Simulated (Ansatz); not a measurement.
CoW:
```xyz
2
Lattice="0.0000 2.4380 2.4380 2.4380 0.0000 2.4380 2.4380 2.4380 0.0000" Properties=species:S:1:pos:R:3 pbc="T T T"
Co     0.0000     0.0000     0.0000
W      2.4380     2.4380     2.4380
```

Relaxed with PBE. Special points in fractions of this cell's reciprocal vectors: Γ (0.000, 0.000, 0.000); X (0.500, 0.000, 0.500); U (0.625, 0.250, 0.625); K (0.375, 0.375, 0.750); L (0.500, 0.500, 0.500); W (0.500, 0.250, 0.750).

### Question
List the band energies nearest the Fermi level at these points for the program Ansatz at the PBE with spin–orbit coupling level (PAW).

### Answer
In eV from the Fermi level; about four levels below and three above (degenerate sets whole), none deeper than 8.9 eV; points with the same levels are listed once.

```tsv
k	below	above
Γ	-4.04 -4.04 -4.04 -4.04 -3.87 -3.87	1.55 1.55 1.55 1.55
X	-1.38 -1.38 -1.26 -1.26	1.36 1.36 1.64 1.64
U	-1.64 -1.64 -0.50 -0.50	0.28 0.28 0.76 0.76
L	-1.54 -1.54 -0.36 -0.36	1.05 1.05 1.36 1.36
W	-1.41 -1.41 -1.39 -1.39	0.13 0.13 0.24 0.24
```

Space group Fm-3m (rock salt). The start of the workflow was typed in or built on a structure type; neither database checked (COD, Materials Project) lists it. Its standing as an ambient phase is unchecked. The PBE relaxation kept the symmetry of its start; whether a distortion lowers the energy is not shown. The workflow began spin-polarised and lost its moments. Its formation energy is positive at this level, so the cell may be metastable or incomplete.

Potentials: the later of the program's two PAW sets.
